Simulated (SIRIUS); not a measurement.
Consider a self-consistent single point of Mo (Im-3m, 2 atoms in the cell; from Materials Project mp-129, changed as shown).

```
CELL_PARAMETERS angstrom
      3.10427     0.00000     0.00000
      0.00000     3.10427     0.00000
      0.00000     0.00000     3.10427
ATOMIC_POSITIONS crystal
  Mo 0.00000 0.00000 0.00000
  Mo 0.50000 0.50000 0.50000
```

All values come from this method and carry its errors: LDA (PW92), GBRV LDA ultrasoft pseudopotentials (plane waves; SIRIUS 7.12.0).

SIRIUS settings:

- parameters.ngridk: 14 14 14
- parameters.xc_functionals: [XC_LDA_X, XC_LDA_C_PW]
- parameters.gk_cutoff: 6.325 1/bohr
- parameters.pw_cutoff: 14.143 1/bohr
- parameters.smearing: fermi_dirac
- parameters.smearing_width: 0.00183747 Ha
- potentials: GBRV LDA ultrasoft pseudopotentials
- parameters.electronic_structure_method: pseudopotential
- parameters.num_bands: 18
- parameters.num_mag_dims: 0
- parameters.num_dft_iter: 100
- parameters.energy_tol: 1e-07 Ha
- parameters.density_tol: 1e-06
- mixer.type: broyden2
- mixer.beta: 0.3
- mixer.use_hartree: false

Results:

```
Property                                                  Value
------------------------------------------------  -------------
Number of valence electrons                                  28
Number of bands                                              18
Number of k-points after the program's reduction            120
Number of plane waves (most at a k-point)                   912
Number of SCF iterations                                     26
FFT grid                                           30 × 30 × 30
Free energy E − TS                                -3796.1495 eV
Fermi level (on the code's own zero)                   22.24 eV
Pressure                                               1.64 GPa
```

Stress (GPa, positive for compression):
```
1.64  0.00  0.00
0.00  1.64  0.00
0.00  0.00  1.64
```

For comparison: a first run was changed to give this one (lattice scaled by 0.98), and from it to this one the free energy goes down by 38.4 meV/atom and the pressure goes from -14.35 to 1.64 GPa.

The structure comes from a collection of computed structures, made at another level of theory; the collection holds predicted forms beside known ones.

Cost on one core: roughly 50 core-seconds.
